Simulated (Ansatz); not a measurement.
Given:

Sn:
```yaml
crystal:
  lattice:
    - [-1.60172, 1.60172, 2.51875]
    - [1.60172, -1.60172, 2.51875]
    - [1.60172, 1.60172, -2.51875]
  atoms:
    - { symbol: Sn, position: [0.00000, 0.00000, 0.00000] }
```

This is the LDA-relaxed structure. x, y and z are the axes in which the lattice vectors are written.

Question: All from DFT-LDA in the program Ansatz with PAW potentials, unless another level is named. Predict the bulk modulus (Birch–Murnaghan fit).

Answer: 58.9 GPa.

Question: Give the elastic constants (relaxed ions, GPa).

Answer: C11 = 92.2, C12 = 30.7, C13 = 53.9, C33 = 65.4, C44 = 12.3, C66 = -2.7.

Space group I4/mmm (body-centred tetragonal). This is a known high-pressure phase of the composition, computed here at zero pressure and temperature. The cell was relaxed with LDA under the symmetry of its start. At this level the phase is mechanically unstable. As this level gives no gap, shear constants depend on the k-mesh and smearing (Fermi–Dirac, 0.1 eV here). On the denser mesh and wider smearing of the elastic run this cell carries a stress of 0.4 GPa. Scalar-relativistic: spin–orbit coupling is off unless named, which matters more the heavier the elements.

Potentials: the earlier of the program's two PAW sets. The files were generated under PBE; for other functionals the program regenerates the frozen cores, and for LDA and PBEsol the local potential too.
